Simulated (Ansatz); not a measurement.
## 41K NMR of the central transition in K₂TiI₆O₁₈

Cell: a measured structure from the Crystallography Open Database (COD), ions relaxed with PBE at fixed cell.

```cif
data_K2TiI6O18
_symmetry_space_group_name_H-M 'R-3:H'
_symmetry_Int_Tables_number 148
_cell_length_a 11.2703
_cell_length_b 11.2703
_cell_length_c 11.3514
_cell_angle_alpha 90.000
_cell_angle_beta 90.000
_cell_angle_gamma 120.000
loop_
_atom_site_label
_atom_site_type_symbol
_atom_site_symmetry_multiplicity
_atom_site_Wyckoff_symbol
_atom_site_fract_x
_atom_site_fract_y
_atom_site_fract_z
K K 6 c 0.0000 0.0000 0.1759
Ti Ti 3 b 0.0000 0.0000 0.5000
I I 18 f 0.3188 0.0525 0.3897
O10 O 18 f 0.1578 0.0662 0.3940
O16 O 18 f 0.3838 0.1441 0.5297
O22 O 18 f 0.4046 0.1931 0.2840
```

One atom of each set is listed; the run and its k-mesh use a cell of 27 atoms with edges of 7.53, 7.53, 7.53 Å.

Method: Kohn–Sham DFT in Ansatz, r2SCAN, plane waves and PAW, scalar-relativistic, 500 eV cutoff, Γ-centred 3×3×3 k-points, Fermi–Dirac smearing 0.02 eV.

41K has I = 3/2 and Q = 73.40 mb (Pyykkö 2018); at 16.4 T its Larmor frequency is ν₀ = 17.9 MHz. Only the quadrupole interaction is simulated: positions count from each site's isotropic chemical shift, and J coupling is left out, as are shift anisotropy and dipolar coupling, which fast spinning averages.

**Question.** What does the 41K spectrum (fast magic-angle spinning) show for each site?

**Answer.** 

```tsv
site	first shell	C_Q (MHz)	η	P_Q (MHz)	δ_QIS (ppm)	breadth (kHz)
K	9 O at 2.82–2.94 Å	2.20	0.00	2.20	-376	14.4
```

δ_QIS = −(ν_Q²/30ν₀²)[I(I+1) − 3/4](1 + η²/3) × 10⁶ ppm with ν_Q = 3|C_Q|/[2I(2I−1)]; it falls as 1/B₀² in ppm, and the breadth as 1/B₀ in kHz.

An axis of threefold or higher order runs through K, so V_zz lies along it and η is zero.

The largest force is 0.9 eV/Å, so the atoms aren't at the calculated equilibrium and relaxing them would move these values.

Hardware: 1 thread of Arm Neoverse V1 (aarch64; 8 cores open to the job, memory cap 3.0 GiB, no GPU), a shared host with a load of 0.8 a core. Wall time 1.7 min, CPU time 1.7 min, peak memory 1.8 GiB.
